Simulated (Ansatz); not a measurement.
## Ansatz 0.2.0, settings compared: Cs2CrTe6

Launch command:

```bash
ansatz run input.yaml --threads 1 --pin off --max-ram 2560MiB --backend cpu --events-out ev --progress --plain --runs-dir out
```

The input file (Ansatz 0.2.0, plane waves):

```yaml
crystal:
  lattice:
    - [0.0, 5.53955, 5.53955]
    - [5.53955, 0.0, 5.53955]
    - [5.53955, 5.53955, 0.0]
  atoms:
    - { symbol: Te, position: [0.808, 0.192, 0.192] }
    - { symbol: Te, position: [0.192, 0.808, 0.192] }
    - { symbol: Te, position: [0.192, 0.808, 0.808] }
    - { symbol: Te, position: [0.808, 0.192, 0.808] }
    - { symbol: Te, position: [0.192, 0.192, 0.808] }
    - { symbol: Te, position: [0.808, 0.808, 0.192] }
    - { symbol: Cr, position: [0.0, 0.0, 0.0] }
    - { symbol: Cs, position: [0.25, 0.25, 0.25] }
    - { symbol: Cs, position: [0.75, 0.75, 0.75] }
  symmetry: { tolerance: 0.0003 }
kpoints:
  mp_grid: { grid: [3, 3, 3], shift: [0, 0, 0] }
magnetization:
  spin_polarized: false
scf:
  occupations: { method: gaussian, width: 0.2395 }
hamiltonian:
  pseudopotentials: { kind: paw }
  xc: pbe
basis:
  ecutwfc: 420
output:
  forces: true
  stress: true
  eigenvalues: true
  write_density: true
  write_potential: true
  elf: true
  volumetric_format: npy
```

Origin of the cell: a known structure type with other elements, at an estimated volume, so it need not be a known compound.

Output of this run (shortened):

```
Pseudopotentials: kind: paw
Pseudopotential: Te, paw, valence charge 16, recommended cutoff 420 eV (normal), Te.paw.azcp
Pseudopotential: Cr, paw, valence charge 14, recommended cutoff 420 eV (normal), Cr.paw.azcp
Pseudopotential: Cs, paw, valence charge 9, recommended cutoff 420 eV (normal), Cs.paw.azcp
Functional definition: PBE
  exchange = pbe_x(kappa = kappa, mu = beta*pi^2/3)
  correlation = pbe_c(beta = beta)
Crystal: 9 atoms, lattice volume = 339.980 Å³
Basis set: ecut = 420 eV, 6615 PW (Γ), exchange–correlation on 108×108×108 points (8 copies of the dense FFT grid, shifted against one another)
Bands: 77, of which v1, the nominal top of the filled ones, is band 64 counted from 1 (63 counted from 0)
Symmetry: 48 space group operations
Space group: Fm-3m (ITA 225), of the structure as read, at distance tolerance 2.1e-3 Å
[… 7 lines left out …]
Initial density: superposition of atomic densities (neutral atoms: chi_scale 0, normalization atom), corrected by the library's trained network
Functional: x = pbe(κ = 0.804, μ = 0.219515), c = pbe(β = 0.066725)
SCF iter   1: F=—  HF=-56588.286753 eV  Δρ=5.54e-3  dr2=1.33e-1
SCF iter   2: F=—  HF=-56588.311583 eV  Δρ=8.16e-3  dr2=3.35e-1
SCF iter   3: F=—  HF=-56588.306832 eV  Δρ=5.65e-3  dr2=1.86e-1
SCF iter   4: F=—  HF=-56588.306222 eV  Δρ=5.38e-3  dr2=1.52e-1
SCF iter   5: F=—  HF=-56588.302480 eV  Δρ=7.81e-4  dr2=2.32e-3
SCF iter   6: F=—  HF=-56588.302527 eV  Δρ=1.36e-4  dr2=1.17e-4
SCF iter   7: F=—  HF=-56588.302575 eV  Δρ=2.14e-4  dr2=2.48e-4
SCF iter   8: F=—  HF=-56588.302555 eV  Δρ=4.26e-5  dr2=9.16e-6
SCF iter   9: F=—  HF=-56588.302544 eV  Δρ=1.87e-5  dr2=2.05e-6
SCF iter  10: F=-56588.302544 eV  HF=-56588.302544 eV  Δρ=2.05e-6  dr2=2.05e-8
SCF 1 converged in 10 iterations: F = -56588.302544 eV  dr2 = 2.05e-8
SCF converged after 10 iterations
Free energy (F): -56588.302544 eV
Harris-Foulkes:  -56588.302544 eV  (|F-HF|=5.42e-9)
Internal energy: -56587.746502 eV  (E = F + TS)
E sigma→0 (E₀):  -56588.024523 eV
Entropy (-TS):   -0.556042 eV (-61.782 meV/atom)
Fermi energy:    7.461370 eV
--- Per-component energies (eV) ---
  E_band       = -2121.432691
  E_kinetic    = 1762.262576
  E_local      = -18119.300685  (includes V_loc(G=0)·N_el)
  E_nonlocal   = -1705.008869
  E_hartree    = 9797.309515
  E_xc         = -1248.497779
  E_vxc        = -1075.120699  (∫ρ·V_xc dr)
  E_paw        = -39314.650473  (= ΣΔE_a)
  E_vpaw       = -2578.877723  (= ΣTr[D̂ρ^β])
  E_aug_tail   = -0.000918  (compensation charges beyond the density's cutoff)
  E_ewald      = -7759.859867
  E_smearing   = -0.556042  (= −TS)
  Σ components = -56588.302544   (vs F -56588.302544, Δ=0.00e0)
--- Forces (eV/Å), atoms counted from 1 ---
  atom   1  Te    10.528491     0.000000    -0.000000
  atom   2  Te    -0.000000    10.528491     0.000000
  atom   3  Te   -10.528491     0.000000    -0.000000
  atom   4  Te    -0.000000   -10.528491    -0.000000
  atom   5  Te     0.000000     0.000000    10.528491
  atom   6  Te     0.000000    -0.000000   -10.528491
  atom   7  Cr     0.000000    -0.000000    -0.000000
  atom   8  Cs     0.000000    -0.000000     0.000000
  atom   9  Cs    -0.000000     0.000000     0.000000
  max |Σ_I F_I| component: 5.33e-15 eV/Å
--- Stress (GPa, compression-positive) ---
       22.031168       0.000000       0.000000
        0.000000      22.031168       0.000000
        0.000000      -0.000000      22.031168
  P = ⅓ Tr σ = 22.0312 GPa (220.312 kbar)
```

The same input was run again with these changes:

1. `hamiltonian.hubbard` default → { sites: [{ species: Cr, l: d, u_eff: 5.0 }], double_counting: amf }; `scf.eigensolver.kind` default → davidson; `basis.precision` default → f64
2. `scf.occupations.width` 0.2395 → 0.01
3. `scf.algorithm` default → direct_min; `magnetization` { spin_polarized: false } → { spin_polarized: true } (starts: flip); typed moments: none
4. `scf.algorithm` default → direct_min; `basis.ecutrho_ratio` default → 8

| run | end | SCF iterations | P (GPa) | max force component (eV/Å) | moment (μB) | ΔE(σ→0) (meV/atom) |
| --- | --- | --- | --- | --- | --- | --- |
| base | converged | 10 | 22.03 | 10.528 | – | 0 |
| 1 | converged | 17 | 21.89 | 10.471 | – | – |
| 2 | converged | 13 | 22.06 | 10.388 | – | 2.96 |
| 3 | converged | 14 | 22.91 | 10.822 | 4.08 | -75.06 |
| 4 | converged | 6 | 22.03 | 10.528 | – | 0.00 |

Energies are compared only where functional, datasets, charge and starting cell are the same.

Caveats of the base run: no spin polarisation, so a magnetic state may lie lower; no spin-orbit coupling, though heavy elements are present; the given cell is far from equilibrium, with atoms too close or a volume far off; the k mesh is coarse if the cell is a metal; wide smearing.

Run 3: one start, so the magnetic state may not be the lowest; spin is on but no moment was typed.

The base run took 7.4 s on 1 thread of Intel(R) Xeon(R) 6975P-C (Granite Rapids), with other jobs on the host, peak memory 0.67 GiB, from the program's own first density.
